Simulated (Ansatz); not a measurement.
**Sr: energy along a strain**

Sr, P6_3/mmc, a = 4.310 Å, c = 7.050 Å (as given, not relaxed at this level: -0.9 GPa). This isn't the element's structure at ambient conditions. Ansatz: PBEsol, PAW, 420 eV, Γ-centred 12×12×8 mesh on 2 atoms, Gaussian smearing 0.15 eV; no spin polarisation. Cell vectors (Å): 4.310 0.000 0.000; -2.155 3.733 0.000; 0.000 0.000 7.050. The cell is strained by x per cent times the pattern (0 0 0 0 1 0) in the order xx yy zz yz xz xy (engineering shears), with fractional coordinates held. y is the free energy over the start, V0 = 56.708 Å³/atom. Symmetry makes y even in x.

| x (%) | y (meV/atom) |
| --- | --- |
| -4.00 | 1.53 |
| -2.00 | 0.38 |
| 0.00 | 0.00 |
| 0.50 | 0.02 |
| 1.00 | 0.10 |
| 1.50 | ? |
| 2.50 | 0.60 |
| 3.00 | 0.86 |
| 3.50 | 1.17 |

Question: Fit y = c2 x² + c4 x⁴ to the other rows, get the stiffness along the pattern, and predict the missing energy.

Answer: Least squares on the rows shown. y = 0.09563 x² − 2.309×10⁻⁶ x⁴. The clamped-ion stiffness p·C·p = 2 × 0.9563 eV × 160.2 / 56.708 Å³ = 5.4 GPa, which is C55 in these axes (second derivative at the start, which stands under stress). At x = 1.50 the fit asked for gives 0.22 meV/atom. The run gave 0.22 meV/atom, the same to the digits shown.